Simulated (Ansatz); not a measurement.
WO2:
```
WO2
1.0
    5.53464     0.00000     0.00000
    0.00000     4.89745     0.00000
   -2.86104     0.00000     4.87725
W O
4 8
Direct
  0.23081   0.99391   0.01340
  0.76919   0.49391   0.48660
  0.76919   0.00609   0.98660
  0.23081   0.50609   0.51340
  0.11254   0.22097   0.23332
  0.88746   0.72097   0.26668
  0.88746   0.77903   0.76668
  0.11254   0.27903   0.73332
  0.39092   0.70007   0.29753
  0.60908   0.20007   0.20247
  0.60908   0.29993   0.70247
  0.39092   0.79993   0.79753
```

Relaxed with PBEsol. Special points in fractions of this cell's reciprocal vectors: Γ (0.000, 0.000, 0.000); Z (0.000, 0.500, 0.000); D (0.000, 0.500, 0.500); B (0.000, 0.000, 0.500); A (-0.500, 0.000, 0.500); E (-0.500, 0.500, 0.500); C2 (-0.500, 0.500, 0.000); Y2 (-0.500, 0.000, 0.000).

### Question
List the band energies nearest the Fermi level at these points for DFT-PBEsol in the program Ansatz with PAW potentials.

### Answer
In eV from the Fermi level; about four levels below and three above (degenerate sets whole), none deeper than 8.9 eV; points with the same levels are listed once.

```
k                     below                above
--  -----------------------  -------------------
Γ   -1.94 -1.24 -1.22 -0.36       1.37 1.48 1.57
Z   -1.42 -1.42 -0.05 -0.05  0.50 0.50 1.74 1.74
D   -2.13 -2.13 -1.30 -1.30  1.47 1.47 1.60 1.60
B   -3.66 -3.66 -1.41 -1.41  0.55 0.55 0.98 0.98
A   -1.45 -1.45 -0.43 -0.43  0.32 0.32 1.40 1.40
E   -1.41 -1.41 -0.59 -0.59  1.04 1.04 1.50 1.50
C2  -1.42 -1.42 -0.43 -0.43  0.73 0.73 1.54 1.54
Y2  -1.28 -0.71 -0.29 -0.09       0.73 1.25 2.06
```

Space group P2_1/c. The workflow started from an entry of the Crystallography Open Database (COD), which files this formula under 2 space groups. Whether it is the stable phase at ambient conditions was not checked. Symmetry was held in the PBEsol relaxation; its stability against distortions is not shown here. No spin polarisation was allowed. No Hubbard U is applied. Scalar-relativistic: spin–orbit coupling is off unless named, which matters more the heavier the elements.

Potentials: the later of the program's two PAW sets.
